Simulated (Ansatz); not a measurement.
Starting cell, SnSe₂ (CdI2 type):

```yaml
crystal:
  lattice:
    - [7.68056, 0.00000, 0.00000]
    - [-1.92014, 3.32578, 0.00000]
    - [0.00000, 0.00000, 6.00569]
  atoms:
    - { symbol: Sn, position: [0.00000, 0.00000, 0.00000] }
    - { symbol: Sn, position: [0.50000, 0.00000, 0.00000] }
    - { symbol: Se, position: [0.16667, 0.66667, 0.26533] }
    - { symbol: Se, position: [0.66667, 0.66667, 0.26533] }
    - { symbol: Se, position: [0.33333, 0.33333, 0.73467] }
    - { symbol: Se, position: [0.83333, 0.33333, 0.73467] }
```

In this cell atom 1 (Sn, nearest neighbour Se at 2.730 Å; its periodic images, 3.8 Å or more away, move with it) is moved by s along Cartesian x, unit vector (1.000, 0.000, 0.000); all other atoms and the cell stay fixed.

Method: PBE-D3(BJ) (plane waves to 420 eV, PAW, scalar-relativistic; Ansatz, a program for electronic structure). k mesh 4×8×5 (Γ-centred), Fermi-Dirac smearing 0.05 eV. E stands for the smeared free energy. SnSe2 was relaxed with its symmetry unable to fall. The zero of ΔE is the undisplaced structure.

```
s (Å)   ΔE (meV/cell)
------  -------------
-0.270       withheld
-0.216            200
-0.162            112
-0.108             50
-0.054             12
0.000               0
0.054              12
0.108              50
0.162             112
0.216             200
0.270        withheld
```

**Question.** Fit an even polynomial form (powers 2, 4) to the given rows and predict ΔE at s = -0.270.

**Answer.** Least squares on the 9 given rows: ΔE = (4254)·s² + (686.9)·s⁴, in meV/cell with s in Å; root-mean-square residual 0.2 meV/cell. At -0.270 the fit gives 314 meV/cell; the calculation gives 315 meV/cell, so the extrapolation is off by -1 (-0.3 %). The quadratic term alone would give 310 meV/cell.

(A displaced cell: forces are minus the slopes of the energy, force constants its curvatures, and phonons follow from these.)
